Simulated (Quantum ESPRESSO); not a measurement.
```xyz
5
Lattice="3.2654 1.8853 2.7509 -3.2654 1.8853 2.7509 0.0000 -3.7705 2.7509" Properties=species:S:1:pos:R:3 pbc="T T T"
O      1.4109     0.8146     5.0269
O     -1.4109     0.8146     5.0269
O      0.0000    -1.6291     5.0269
I      0.0000     0.0000     4.1879
Tl     0.0000     0.0000     0.0236
```

Cell and atoms were relaxed with PBE+D3(BJ) from Materials Project entry mp-22981, within its symmetry.

Q: What does norm-conserving PBEsol (Quantum ESPRESSO, 84 Ry, with spin-orbit coupling) give for the electronic structure near the Fermi level?

A: The PBEsol gap is indirect, 2.76 eV, from 80 % of the way from L to B1 to B1; the smallest direct gap is 2.80 eV. 

The structure is a Materials Project entry; no match was found in the copy of COD used, and its stability was not checked.
